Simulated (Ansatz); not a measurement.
**Nb₂Tl₂BiO₉ in Ansatz, relaxation**

The input file (Ansatz 0.2.0, plane waves):

```yaml
crystal:
  lattice:
    - [-2.716161, 2.721601, 0.0]
    - [2.716161, 0.0, 12.626289]
    - [2.716161, 2.721601, 0.0]
  atoms:
    - { symbol: Tl, position: [0.202, 0.404, 0.798] }
    - { symbol: Tl, position: [0.798, 0.596, 0.202] }
    - { symbol: O, position: [0.25, 0.5, 0.25] }
    - { symbol: O, position: [0.5, 0.0, 0.5] }
    - { symbol: Bi, position: [0.0, 0.0, 0.0] }
    - { symbol: O, position: [0.088, 0.176, 0.412] }
    - { symbol: O, position: [0.412, 0.824, 0.088] }
    - { symbol: Nb, position: [0.412, 0.824, 0.588] }
    - { symbol: Nb, position: [0.588, 0.176, 0.412] }
    - { symbol: O, position: [0.324, 0.648, 0.676] }
    - { symbol: O, position: [0.676, 0.352, 0.324] }
    - { symbol: O, position: [0.912, 0.824, 0.588] }
    - { symbol: O, position: [0.588, 0.176, 0.912] }
    - { symbol: O, position: [0.75, 0.5, 0.75] }
  symmetry: { tolerance: 0.0003 }
kpoints:
  mp_grid: { grid: [5, 5, 5], shift: [0, 0, 0] }
magnetization:
  spin_polarized: false
scf:
  occupations: { method: fermi_dirac }
  lower_state_search: "off"
hamiltonian:
  pseudopotentials: { kind: paw }
  xc: r2scan
basis:
  ecutwfc: 500
  fft_grid_basis: typed
relax:
  max_steps: 60
  cell: { p_target: 0.0 }
  f_tol: 0.03
output:
  forces: true
  stress: true
  eigenvalues: true
  populations: true
  elf: true
  write_potential: true
  volumetric_format: npy
  dos:
    e_range: [-12, 8]
    de: 0.05
    projected: { site_lists: { Bi: [Bi], Nb: [Nb], O: [O], Tl: [Tl] } }
  bader: false
checkpoint:
  read: saved_state
```

Launch command:

```bash
ansatz run input.yaml --threads 2 --pin off --max-ram 3584MiB --backend cpu --events-out ev --progress --plain --runs-dir out
```

Origin of the cell: a known structure type with other elements, at an estimated volume, so it need not be a known compound.

The smearing width isn't typed, so it takes its default of 0.1 eV.

The saved state is a converged single point of the same cell.

Steps («new basis» is an SCF on plane waves selected anew at the same cell):

```json
{"step": "1", "ΔF (meV/atom)": "0.0", "max force component (eV/Å)": "5.579", "P (GPa)": "0.70", "volume (Å³)": "186.67", "SCF iterations": "9", "step was": "accepted"}
{"step": "2", "ΔF (meV/atom)": "-265.4", "max force component (eV/Å)": "4.886", "P (GPa)": "0.97", "volume (Å³)": "188.32", "SCF iterations": "12", "step was": "accepted"}
{"step": "3", "ΔF (meV/atom)": "-138.9", "max force component (eV/Å)": "17.027", "P (GPa)": "15.56", "volume (Å³)": "188.95", "SCF iterations": "10", "step was": "rejected"}
{"step": "4", "ΔF (meV/atom)": "-344.5", "max force component (eV/Å)": "2.953", "P (GPa)": "-1.70", "volume (Å³)": "191.53", "SCF iterations": "17", "step was": "accepted"}
{"step": "5", "ΔF (meV/atom)": "-383.3", "max force component (eV/Å)": "1.100", "P (GPa)": "0.84", "volume (Å³)": "190.88", "SCF iterations": "10", "step was": "accepted"}
{"step": "6", "ΔF (meV/atom)": "-395.5", "max force component (eV/Å)": "0.556", "P (GPa)": "-0.46", "volume (Å³)": "193.21", "SCF iterations": "8", "step was": "accepted"}
{"step": "7", "ΔF (meV/atom)": "-410.5", "max force component (eV/Å)": "0.206", "P (GPa)": "1.19", "volume (Å³)": "197.54", "SCF iterations": "9", "step was": "accepted"}
{"step": "8", "ΔF (meV/atom)": "-411.5", "max force component (eV/Å)": "0.162", "P (GPa)": "0.20", "volume (Å³)": "200.57", "SCF iterations": "8", "step was": "accepted"}
{"step": "9", "ΔF (meV/atom)": "-411.6", "max force component (eV/Å)": "0.201", "P (GPa)": "-0.54", "volume (Å³)": "201.07", "SCF iterations": "8", "step was": "accepted"}
{"step": "10", "ΔF (meV/atom)": "-411.8", "max force component (eV/Å)": "0.100", "P (GPa)": "-0.08", "volume (Å³)": "200.71", "SCF iterations": "7", "step was": "accepted"}
{"step": "11", "ΔF (meV/atom)": "-411.9", "max force component (eV/Å)": "0.014", "P (GPa)": "-0.02", "volume (Å³)": "200.69", "SCF iterations": "6", "step was": "accepted"}
{"step": "12", "ΔF (meV/atom)": "-411.9", "max force component (eV/Å)": "0.007", "P (GPa)": "-0.01", "volume (Å³)": "200.67", "SCF iterations": "7", "step was": "accepted"}
{"step": "13", "ΔF (meV/atom)": "-412.3", "max force component (eV/Å)": "0.006", "P (GPa)": "-0.02", "volume (Å³)": "200.67", "SCF iterations": "8", "step was": "new basis"}
```

The starting structure.

Space group Fmmm (No. 69); the run's cell has a = 3.845 Å, b = 12.915 Å, c = 3.845 Å, α = 81.46°, β = 89.89°, γ = 98.54°. Shortest distances: Nb–O 1.92 Å, O–Tl 2.27 Å, O–O 2.68 Å, Bi–O 2.72 Å, Bi–Nb 3.51 Å.

After:

Space group I4/mmm (No. 139); the run's cell has a = 3.925 Å, b = 13.321 Å, c = 3.925 Å, α = 81.53°, β = 90.00°, γ = 98.47°. Shortest distances: Nb–O 1.78 Å, O–Tl 2.24 Å, O–O 2.68 Å, Bi–O 2.68 Å, Tl–Tl 3.52 Å, Bi–Nb 3.55 Å.

```yaml
crystal:
  lattice:
    - [-2.77515, 2.77516, 0.00000]
    - [2.77515, 0.00000, 13.02822]
    - [2.77515, 2.77516, 0.00000]
  atoms:
    - { symbol: Tl, position: [0.20838, 0.41676, 0.79162] }
    - { symbol: Tl, position: [0.79162, 0.58324, 0.20838] }
    - { symbol: O, position: [0.25000, 0.50000, 0.25000] }
    - { symbol: O, position: [0.50000, 0.00000, 0.50000] }
    - { symbol: Bi, position: [0.00000, 0.00000, 0.00000] }
    - { symbol: O, position: [0.06986, 0.13972, 0.43014] }
    - { symbol: O, position: [0.43014, 0.86028, 0.06986] }
    - { symbol: Nb, position: [0.41478, 0.82956, 0.58522] }
    - { symbol: Nb, position: [0.58522, 0.17044, 0.41478] }
    - { symbol: O, position: [0.34643, 0.69286, 0.65357] }
    - { symbol: O, position: [0.65357, 0.30714, 0.34643] }
    - { symbol: O, position: [0.93014, 0.86028, 0.56986] }
    - { symbol: O, position: [0.56986, 0.13972, 0.93014] }
    - { symbol: O, position: [0.75000, 0.50000, 0.75000] }
```

```yaml
Free_energy_lowered_by: 412.3 meV/atom
Volume_change: 7.50 %
Final_pressure: -0.02 GPa
Relaxation_steps_listed: 13
Formation_energy_elements_under_the_same_functional_gases_as_molecules_uncorrected: -1.757 eV/atom
```

Caveats: no moments, though an odd count or open d shells may carry them; no spin-orbit coupling, though heavy elements are present; the given cell is far from equilibrium, with atoms too close or a volume far off; the k mesh is coarse if the cell is a metal; the relaxation held the start's symmetry, so the end may be a saddle point.

Time: 8.3 min on 2 threads of Arm Neoverse V1, with other jobs on the host, peak memory 1.2 GiB, from a saved density.
